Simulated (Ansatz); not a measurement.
# MnI2 (P-3m1)

Computed with Ansatz (plane waves, PAW): LDA+U, U_eff = 4.0 eV (Dudarev form) on Mn d, fully localised double counting, collinear spin, scalar-relativistic, 420 eV, PAW set soft_2 (made for PBE), 5×5×2 mesh, Gaussian smearing of 0.05 eV.

```
CELL_PARAMETERS angstrom
4.16000 0.00000 0.00000
-2.08000 3.60267 0.00000
0.00000 0.00000 13.64000
ATOMIC_POSITIONS crystal
Mn 0.00000 0.00000 0.00000
I 0.33333 0.66667 0.12500
I 0.66667 0.33333 0.37500
Mn 0.00000 0.00000 0.50000
I 0.33333 0.66667 0.62500
I 0.66667 0.33333 0.87500
```

The structure is that of a cell as deposited in COD, unrelaxed. The cell shown is twice the primitive one, so that more magnetic patterns fit.

Cell and atoms stay fixed. Atoms count from 1 in the text and from 0 in parts of the program's output.

Two runs on this cell converged from different starts. The ends of their outputs, energies left out (λ are the eigenvalues of a shell's occupation matrix):

Run A:

```
Magnetization: 4.0000 μB (51.0000 up, 47.0000 down)
Absolute magnetization: 7.2683 μB (∫|ρ↑−ρ↓|, with the PAW one-centre terms)
Per-site moments (μB) at R_I (Å): [(4.62002, 1.21499), (0.04949, 1.21499), (0.06954, 1.21499), (-1.10745, 1.21499), (0.06954, 1.21499), (0.04949, 1.21499)]
--- Magnetisation constraints (ε_frz = 1.0e-4 eV) ---
  site  kind      target   achieved (μB)  |Δ|max (μB)  g (eV/μB)  λ_eff  esc  ok  flags
  0     per_site  +4.6200  +4.6200        2.20e-5      +0.00e0    0.000  0    —   released
  3     per_site  -1.8500  -1.1075        7.43e-1      +0.00e0    0.000  0    —   released
Fermi energy:    6.628703 eV
--- Forces (eV/Å), atoms counted from 1 ---
  atom   1  Mn     0.00000000     0.00000000     0.00000000
  atom   2  I      0.00000000     0.00000000    -0.42996378
  atom   3  I      0.00000000     0.00000000     1.03008526
  atom   4  Mn     0.00000000     0.00000000     0.00000000
  atom   5  I      0.00000000     0.00000000    -1.03008526
  atom   6  I      0.00000000     0.00000000     0.42996378
--- Stress (GPa, compression-positive) ---
       -4.035111       0.000000       0.000000
        0.000000      -4.035111       0.000000
        0.000000       0.000000      -4.363386
  P = ⅓ Tr σ = -4.1445 GPa (-41.445 kbar)
--- Löwdin populations: 6 sites ---
  site symbol       q [e]    m [muB]
     0     Mn     13.9286     4.7733
     1      I     17.4316     0.0943
     2      I     17.3254     0.1046
     3     Mn     14.1703    -1.2006
     4      I     17.3254     0.1046
     5      I     17.4316     0.0943
--- Occupation matrices: 2 shells (run DFT+U table (all-electron-ortho-atomic); ε = 7.44e-3) ---
  Mn0 d_3D up     Tr n = 4.9916  λ = 0.998 0.998 0.999 0.999 0.999
  Mn0 d_3D dn     Tr n = 0.2737  λ = 0.019 0.019 0.019 0.109 0.109
  Mn3 d_3D up     Tr n = 2.1851  λ = 0.024 0.088 0.088 0.993 0.993
  Mn3 d_3D dn     Tr n = 3.3563  λ = 0.186 0.186 0.995 0.995 0.995
```

Run B:

```
Magnetization: 0.0000 μB (49.0000 up, 49.0000 down)
Absolute magnetization: 9.9628 μB (∫|ρ↑−ρ↓|, with the PAW one-centre terms)
Per-site moments (μB) at R_I (Å): [(4.61853, 1.21499), (0.04756, 1.21499), (-0.04756, 1.21499), (-4.61853, 1.21499), (-0.04756, 1.21499), (0.04756, 1.21499)]
--- Magnetisation constraints (ε_frz = 1.0e-4 eV) ---
  site  kind      target   achieved (μB)  |Δ|max (μB)  g (eV/μB)  λ_eff  esc  ok  flags
  0     per_site  +4.6200  +4.6185        1.47e-3       0.00e0    0.000  0    —   released
  3     per_site  -4.6200  -4.6185        1.47e-3      +0.00e0    0.000  0    —   released
Fermi energy:    7.160824 eV
--- Forces (eV/Å), atoms counted from 1 ---
  atom   1  Mn     0.00000000     0.00000000     0.00000000
  atom   2  I      0.00000000     0.00000000    -0.43670533
  atom   3  I      0.00000000     0.00000000     0.43670529
  atom   4  Mn     0.00000000     0.00000000     0.00000000
  atom   5  I      0.00000000     0.00000000    -0.43670529
  atom   6  I      0.00000000     0.00000000     0.43670533
--- Stress (GPa, compression-positive) ---
       -2.442720       0.000000       0.000000
        0.000000      -2.442720       0.000000
        0.000000       0.000000      -2.733899
  P = ⅓ Tr σ = -2.5398 GPa (-25.398 kbar)
--- Löwdin populations: 6 sites ---
  site symbol       q [e]    m [muB]
     0     Mn     13.9290     4.7718
     1      I     17.4331     0.0928
     2      I     17.4331    -0.0928
     3     Mn     13.9290    -4.7718
     4      I     17.4331    -0.0928
     5      I     17.4331     0.0928
--- Occupation matrices: 2 shells (run DFT+U table (all-electron-ortho-atomic); ε = 1.78e-3) ---
  Mn0 d_3D up     Tr n = 4.9916  λ = 0.998 0.998 0.999 0.999 0.999
  Mn0 d_3D dn     Tr n = 0.2745  λ = 0.019 0.019 0.019 0.109 0.109
  Mn3 d_3D up     Tr n = 0.2745  λ = 0.019 0.019 0.019 0.109 0.109
  Mn3 d_3D dn     Tr n = 4.9916  λ = 0.998 0.998 0.999 0.999 0.999
```

Task: Which run lies higher in energy, by how much, and why?

Result: Run A, by 482.2 meV/atom. Run A has a gap of 1.55 eV and a whole-number cell moment of 4 μB, as a collinear insulator must have; run B has 5 d electrons in filled orbitals, 5 of them unpaired, the high-spin filling, a gap of 2.60 eV. On Mn4, N↑ − N↓ is 1.17 in size in run A against 4.72 in run B: with fewer parallel spins, run A lacks part of the exchange energy behind Hund's first rule. With J = 0 the Hubbard energy is (U/2) Σ λ(1 − λ), a penalty on fractional natural occupations. The sums Σ λ(1 − λ) over the cell's shells are 0.52 for run B and 0.77 for run A, which at U/2 = 2.00 eV give 1.03 and 1.54 eV per cell. Of the difference of 2.89 eV per cell, the Hubbard term gives 0.51 eV and all other terms 2.38 eV, so the Hubbard term itself makes little of it, though U shapes both states. The other terms are taken on each state's own density, so they aren't the result of a run without U.

In the lower state the fixed cell carries a pressure of -2.5 GPa and forces up to 0.44 eV/Å; relaxing would change energies and could change the order of close states.

Run A started from: ferrimagnetic site moments held at Mn1 4.62; Mn4 -1.85 μB at first, then free, moments Mn1 4.62; Mn4 -1.85 μB. Run B started from: antiferromagnetic site moments held at Mn1 4.62; Mn4 -4.62 μB at first, then free, moments Mn1 4.62; Mn4 -4.62 μB, occupations held for 8 iterations. At this level the cell was started in 18 ways, of which 1 didn't converge. Run B holds the lowest state found for this cell, which doesn't make it the ground state. Spin–orbit coupling is left out. U is one value of a scan, not fitted to this compound, so the states needn't resemble the real material's. Gaps are Kohn–Sham gaps over the k-mesh alone and may be smaller between its points.
